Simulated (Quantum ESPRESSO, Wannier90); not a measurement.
Wannierisation of RbCl (CsCl type)

Cell from Materials Project (mp-23299), symmetrised, no further relaxation. COD (Crystallography Open Database) has the formula in 2 space groups, this one among them (matched by group alone). Level: PBEsol, spinors with spin-orbit coupling; pw.x of Quantum ESPRESSO at 47 Ry with PseudoDojo potentials, 6×6×6 k-points, Wannier90. Density: 8×8×8 mesh, cold smearing 0.01 Ry.

```
begin unit_cell_cart
ang
    3.9359700000    0.0000000000    0.0000000000
    0.0000000000    3.9359700000    0.0000000000
    0.0000000000    0.0000000000    3.9359700000
end unit_cell_cart
mp_grid = 6 6 6
```

Neighbour vectors b of the finite-difference formula (Å⁻¹), by shell:

| shell | b_x | b_y | b_z |
|---|---|---|---|
| 1 | 0.00000 | 0.00000 | 0.26606 |
| 1 | 0.00000 | 0.26606 | 0.00000 |
| 1 | 0.26606 | 0.00000 | 0.00000 |
| 1 | 0.00000 | 0.00000 | -0.26606 |
| 1 | 0.00000 | -0.26606 | 0.00000 |
| 1 | -0.26606 | 0.00000 | 0.00000 |

Q: Find the weights w_b from the completeness condition Σ_b w_b b_α b_β = δ_αβ.

A: Shell 1: Σ b_x² = 0.142, Σ b_y² = 0.142, Σ b_z² = 0.142 Å⁻²
Each of the three diagonal sums, weighted, has to give 1 and the off-diagonal ones 0, which holds for w_1 = 7.06 Å². Check on xx: 7.06×0.142 = 1.00.

On this mesh the 8 functions of bands 3-4,11-16 (valence bands; start: atomic waves Cl 3p, Cl 3s, conv_tol = 1.0e-6) end with spreads 1.2744, 1.2746, 1.2775, 1.2751, 1.2747, 1.2800, 1.2777, 1.2800 Å², Ω_I = 8.7658 Å² and Ω_D = 0.0005 Å².

Ω_total is the sum of the spreads, 10.214 Å². Ω_OD = Ω_total − Ω_I − Ω_D = 1.448 Å². Only (Ω_D + Ω_OD)/Ω_total = 14.2 % depends on the gauge, and another start could lower the total by that share at most. The rms radius is √(Ω_total/8) = 1.13 Å.
